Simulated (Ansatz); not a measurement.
## SrOs (CsCl-type structure)

Computed with Ansatz (plane waves, PAW, 420 eV cutoff): PBE, scalar-relativistic, no spin polarisation, Γ-centred 10×10×10 mesh, 0.05 eV Gaussian smearing; PAW files: Ansatz's generated set soft_2.

Space group Pm-3m (No. 221). a = 3.600 Å, b = 3.600 Å, c = 3.600 Å, α = 90.00°, β = 90.00°, γ = 90.00°
| atom | site | symmetry | x | y | z |
| --- | --- | --- | --- | --- | --- |
| Sr | 1a | m-3m | 0.0000 | 0.0000 | 0.0000 |
| Os | 1b | m-3m | 0.5000 | 0.5000 | 0.5000 |

This is a trial structure made by placing the elements on a prototype's sites, so it needn't be the stable form.

Task: Which orbitals carry the states at the Fermi level, and how many states are there?

Result: Within 0.1 eV of it: Os 5d 93 % (shares among the projected shells; no valence p shell of Os is among them). The density of states at the Fermi level is about 4 states/eV per cell, averaged over 0.3 eV.

Density of states (tetrahedra, averaged over 0.4 eV; states/eV per cell of 2 atoms; energy in eV from the Fermi level; projections on Löwdin-orthogonalised atomic orbitals, summed over sites):

```csv
E,total,Os 5d,Os 6s,Sr 5s,Sr 4p
-4.85,0.05,0.00,0.02,0.03,0.00
-4.45,0.12,0.00,0.05,0.07,0.00
-4.05,0.19,0.00,0.07,0.09,0.01
-3.65,0.27,0.01,0.11,0.12,0.01
-3.25,0.38,0.02,0.17,0.15,0.02
-2.85,1.18,0.31,0.60,0.19,0.04
-2.45,1.55,0.46,0.84,0.14,0.06
-2.05,1.33,0.81,0.35,0.06,0.01
-1.65,3.32,2.68,0.18,0.26,0.01
-1.25,3.10,2.51,0.11,0.27,0.02
-0.85,4.86,4.25,0.11,0.11,0.05
-0.45,5.44,4.92,0.14,0.04,0.06
-0.05,4.66,4.12,0.15,0.11,0.04
0.35,1.66,1.22,0.11,0.15,0.01
0.75,1.30,0.77,0.14,0.16,0.01
1.15,0.60,0.36,0.14,0.03,0.00
1.55,0.70,0.33,0.11,0.11,0.00
1.95,0.96,0.29,0.11,0.22,0.01
2.35,1.03,0.23,0.10,0.25,0.01
2.75,1.19,0.22,0.12,0.27,0.00
3.15,1.10,0.16,0.11,0.17,0.00
3.55,1.26,0.13,0.09,0.10,0.00
3.95,1.73,0.14,0.08,0.07,0.00
4.35,1.87,0.13,0.06,0.03,0.00
4.75,2.14,0.10,0.04,0.02,0.00
5.15,1.54,0.05,0.04,0.04,0.00
5.55,1.74,0.06,0.04,0.08,0.00
5.95,1.49,0.05,0.04,0.10,0.00
```

These numbers lack spin–orbit coupling.
